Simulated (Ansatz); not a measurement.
Hf (hcp, Mg type)

```yaml
crystal:
  lattice:
    - [3.19784, 0.00000, 0.00000]
    - [-1.59892, 2.76941, 0.00000]
    - [0.00000, 0.00000, 5.04744]
  atoms:
    - { symbol: Hf, position: [0.33333, 0.66667, 0.75000] }
    - { symbol: Hf, position: [0.66667, 0.33333, 0.25000] }
```

The slice is a (-1 1 0 2) plane (indices of the conventional cell) through the point (0.667, 0.333, 0.250) (fractional), spanned by u = [110] and v = [1 -1 1] in vectors of this cell: u (3.20 Å) and v (7.49 Å, at 90° to u). It covers one period; positions are fractions (u, v).

These are r2SCAN (plane waves to 500 eV, PAW, scalar-relativistic; Ansatz, a first-principles code) values and carry that method's errors. k mesh 17×17×9. Near the nuclei the fields are pseudised (PAW); where an atom keeps semicore shells as valence, they peak there. Hf is run without spin polarisation. Hf was relaxed with its symmetry unable to fall. Spin-orbit coupling is left out, though Hf is heavy. The PAW data are Ansatz's earlier set.

Task: What is the valence density on the shortest Hf–Hf line in this plane (3.20 Å), at its midpoint?

Result: 0.19 e/Å³.

Task: What is the ELF at the midpoint of the shortest Hf–Hf line in this plane (3.20 Å)?

Result: 0.29.

Task: Predict the map of the electrostatic potential energy of an electron, from the cell's mean on the slice.

Result: 
```
|xxxxxxxx  ::==::  xxxxxx|
|xxxxxxxx  --++--  xxxxxx|
|xxxxxx  ::**##**::  xxxx|
|      ::**%%%%%%**::    |
|..::==**%%@@@@@@%%**==::|
|====**##%%@@@@@@%%##**==|
|::::==**##@@@@@@##**==::|
|      --**##%%##**--    |
|xxxx    --**##**--    xx|
|xxxxxx  ..++**++..  xxxx|
|xxxxxx    ++**++    xxxx|
|xxxxxx    ++##++    xxxx|
|xxxxxx  ::**%%**::  xxxx|
|xxxx    ==##%%##==    xx|
|      --++##%%##++--    |
|::--==++++******++++==--|
|******++==------==++****|
|%%%%##++--..  ..--++##%%|
|@@@@##++::      ::++##@@|
|@@@@%%++--      --++%%@@|
|@@@@##**==::::::==**##@@|
|######**++++==++++**####|
|::--==++**######**++==--|
|      ::++##%%##++::    |
|xxxxxx  ::**##**::  xxxx|
|xxxxxxxx  ==**==  xxxxxx|
|xxxxxxxx  ::++::  xxxxxx|
|xxxxxxxx  ..==..  xxxxxx|
```
Scale: ten equal steps from 2.00 (start of ' ') to 10.14 (end of '@'), in the order ' .:-=+*#%@'. Values: electrostatic potential energy of an electron, from the cell's mean, in eV. The map has 12 points along u (two characters each, u = 0 at the left) and 28 along v (v = 0 in the bottom row). Points within 1 Å of a nucleus are blanked (x), as the pseudised field means little there. Values under 2 eV are set to 2. The zero, the cell's mean, hangs on the PAW cores.
